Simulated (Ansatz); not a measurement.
GaAs:
```xyz
2
Lattice="-2.5437 2.5437 1.4433 2.5437 -2.5437 1.4433 2.5437 2.5437 -1.4433" Properties=species:S:1:pos:R:3 pbc="T T T"
Ga     2.5437     0.0000     0.7217
As     0.0000     0.0000     0.0000
```

Relaxed with r²SCAN. Special points in fractions of this cell's reciprocal vectors: Γ (0.000, 0.000, 0.000); X (0.000, 0.000, 0.500); M (-0.500, 0.500, 0.500); Z (0.330, 0.330, -0.330); Z0 (-0.330, 0.670, 0.330); P (0.250, 0.250, 0.250); N (0.000, 0.500, 0.000).

Question: List the band energies nearest the Fermi level at these points for DFT-r²SCAN in the program Ansatz with PAW potentials.

Answer: In eV from the Fermi level; about four levels below and three above (degenerate sets whole), none deeper than 8.9 eV; points with the same levels are listed once.

```tsv
k	below	above
Γ	-3.18 -2.59 -2.59	4.19 5.07 8.68 8.68
X	-0.65	2.29 2.62 2.96
M	-6.42 -6.10 -6.10	3.75 6.68 11.82 11.82
Z	-5.03 -4.08 -4.08 -3.65	4.84 7.15 7.15
P	-5.44 -5.27 -3.94	3.71 4.26 5.58
N	-6.41 -2.59 -1.99 -1.43	3.06 4.05 6.35
```

Space group I-4m2. The first step of the workflow began from a Materials Project structure, measured or hypothetical; the Crystallography Open Database copy checked does not list it. It is not the phase usual at ambient conditions (space group No. 216). The cell was relaxed with r²SCAN under the symmetry of its start; of distortions, only those at the zone centre were tested. Scalar-relativistic: spin–orbit coupling is off unless named, which matters more the heavier the elements.

Potentials: the earlier of the program's two PAW sets.
